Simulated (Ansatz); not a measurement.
The calculation used DFT PBE, scalar-relativistic, plane waves, PAW (Ansatz). All cells share a 420 eV cutoff and Γ-centred k meshes spaced about 0.3 Å⁻¹ or finer (0.25 for metals, 2π included). Collinear spin where magnetic atoms keep a moment.

Temperature and zero-point effects are left out.

Two relaxed structures of Ag3Os:

A. (no moments)

```xyz
4
Lattice="2.7548 0.0000 0.0000 -1.3774 2.3857 0.0000 0.0000 0.0000 10.5939" Properties=species:S:1:pos:R:3 pbc="T T T"
Ag    1.3774    0.7952    2.7766
Ag    1.3774    0.7952    7.8172
Ag    0.0000    1.5905    5.2969
Os    1.3774    0.7952    0.0000
```

B. (no moments)

```xyz
4
Lattice="2.7273 0.0000 0.0000 0.0000 2.7273 0.0000 0.0000 0.0000 8.9527" Properties=species:S:1:pos:R:3 pbc="T T T"
Ag    0.0000    0.0000    6.6622
Ag    0.0000    0.0000    2.2904
Ag    1.3637    1.3637    0.0000
Os    1.3637    1.3637    4.4763
```

Question: Which form is favoured at zero pressure, and by what margin per atom?

Answer: B is lower, by 76 meV/atom. A has space group P-6m2 (No. 187), 17.4 Å³/atom and no gap on its mesh; B has Ag and Os ordered on fcc sites, space group P4/mmm (No. 123), 16.6 Å³/atom and no gap. Counting all near atoms (those within 1.25 times the shortest distance at each site; a slash parts the counts of unlike sites), A has Ag 10/12, Os 8 and B has Ag 12, Os 12. The denser one is the lower, and pressure would at first widen the difference. Even the lower one lies +0.49 eV/atom against the reference forms of the elements (uncorrected), so neither is stable at this level. Both come from trial cells of a structure search, whose lowest cell (P-6m2, 16.6 Å³/atom) lies 94 meV/atom below the lower of the two.

These runs have no spin–orbit coupling, which can matter for Os. Trial moments fell under 0.15 μB along the way in P-6m2 and P4/mmm; another start might hold them. Cells relaxed within their symmetry can be saddle points. Some types were kept out of the candidates beforehand, so the set may lack a known form.
